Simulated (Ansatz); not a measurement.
Given:

AlNi:
```xyz
2
Lattice="2.8932 0.0000 0.0000 0.0000 2.8932 0.0000 0.0000 0.0000 2.8932" Properties=species:S:1:pos:R:3 pbc="T T T"
Al     0.0000     0.0000     0.0000
Ni     1.4466     1.4466     1.4466
```

This is the PBE-relaxed structure.

Question: All from PBE (plane waves, PAW; program Ansatz), unless another level is named. Estimate the density of states at the Fermi level.

Answer: 0.43 states/eV per atom (mean over ±0.08 eV).

Question: What about the formation energy from the elements (no fitted shifts)?

Answer: -0.65 eV/atom.

Space group Pm-3m (CsCl type). The PBE relaxation kept the symmetry of its start. The workflow began spin-polarised and lost its moments. The references are the lowest solids computed at this level, not always the standard phases.

Potentials: the later of the program's two PAW sets.
